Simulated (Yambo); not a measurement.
G0W0@LDA for Mg3ZnO4 (space group Cmmm, No. 65) in Yambo. Reference settings: 2×2×4 Γ-centred k mesh, bands 8 to 167 and a 8 Ry block in the screening, 167 bands in G with the Bruneval-Gonze terminator, plasmon pole fitted at 27.2 eV. The LDA gap (0, -0.5, 0) → Γ on this mesh is 3.13 eV; G0W0 gaps are taken between the same points.

The settings were changed. The gap went from 5.38 eV to 5.45 eV, and the shift of the valence edge from -1.10 eV to -1.04 eV.

Name the change that produced these shifts.
A. 115 bands in W, 115 bands in G
B. pole fitted at 55 eV
C. 115 bands in G, no terminator
D. 1 Ry block

A, 115 bands in W, 115 bands in G. The others gave (gap, valence shift): pole fitted at 55 eV: 5.40, -1.17 eV; 1 Ry block: 6.65, -2.00 eV; 115 bands in G, no terminator: 5.25, -0.71 eV.

Geometry of the Materials Project entry, not relaxed at this level; primitive cell a = b = 5.237 Å, c = 3.028 Å, α = β = 90.00°, γ = 109.49°.

The structure is a Materials Project entry; no match was found in the copy of COD used, and its stability was not checked.

A shift is the quasiparticle energy of the state minus its LDA energy.
